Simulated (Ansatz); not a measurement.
This TaO structure is the end of a relaxation. The cell was found from a structure generator's guess, not taken from experiment.

Theory: DFT PBE, scalar-relativistic, plane waves, PAW in Ansatz 0.2.0. Cutoff 420 eV, Γ-centred mesh, Gaussian smearing, no spin polarisation.

```cif
data_structure
_symmetry_space_group_name_H-M 'P 1'
_symmetry_Int_Tables_number 1
_cell_length_a 3.0661
_cell_length_b 3.0661
_cell_length_c 3.8550
_cell_angle_alpha 90.000
_cell_angle_beta 90.000
_cell_angle_gamma 120.000
_cell_volume 31.39
loop_
_atom_site_label
_atom_site_type_symbol
_atom_site_fract_x
_atom_site_fract_y
_atom_site_fract_z
_atom_site_occupancy
Ta1 Ta 0.00000 0.00000 0.50000 1
O1 O 0.00000 0.00000 0.00000 1
```

Energies over the elements count from the elements' standard structures at the same level (O₂ as a molecule), with no fitted energy shifts.

Task: What space group does it have?

Result: P6/mmm (No. 191). Conventional cell: a = 3.066 Å, c = 3.855 Å. Ta has 2 O at 1.93 Å and 6 Ta at 3.07 Å; O is surrounded by 2 Ta at 1.93 Å.

Task: How far does it lie from the elements in energy?

Result: −1.37 eV/atom. A negative formation energy is needed for stability but isn't enough: competing phases decide.

Task: Is it a metal?

Result: Yes, bands cross the Fermi level on the 21×21×14 mesh.

The last run used a 21×21×14 mesh (in the run's order of axes) for its 2-atom cell and Gaussian smearing of 0.10 eV. Spin–orbit coupling, which can matter for Ta, is left out. An odd number of electrons in the primitive cell allows no gap without spin; a larger cell or a magnetic state could open one. The cell is a metal run without spin; a magnetic state may lie lower. Symmetry constrained the relaxation, so the result can be a saddle point.
